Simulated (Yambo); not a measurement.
Zn$_{2}$P$_{2}$O$_{7}$ (space group C2/m, No. 12), G0W0@PBEsol in Yambo with this input:

```
rim_cut
gw0
dyson
el_el_corr
HF_and_locXC
ppa
em1d
RandQpts= 1000000
RandGvec= 1 Ry
EXXRLvcs= 84 Ry
VXCRLvcs= 336 Ry
Chimod= "HARTREE"
% BndsRnXp
 9 | 201 |
%
NGsBlkXp= 7 Ry
% LongDrXp
 1.0 | 1.0 | 1.0 |
%
PPAPntXp= 27.2114 eV
% GbndRnge
 1 | 201 |
%
GTermKind= "BG"
DysSolver= "n"
ExtendOut
```

On a 2×2×4 mesh, with wavefunctions cut at 84 Ry, the gap ((0, 0, -0.5) → Γ) is 5.925 eV and the valence edge shifts by -1.233 eV.

Task: What happens with this change: no terminator?

Result: The gap falls by 0.092 eV, to 5.833 eV; the shift of the valence edge becomes -0.991 eV. Neither run is shown to be the converged limit.

Geometry of the Materials Project entry, not relaxed at this level; primitive cell a = b = 5.3532 Å, c = 4.5585 Å, α = β = 99.10°, γ = 103.17°.

The structure is a Materials Project entry; no match was found in the copy of COD used, and its stability was not checked.

A shift is the quasiparticle energy of the state minus its PBEsol energy.
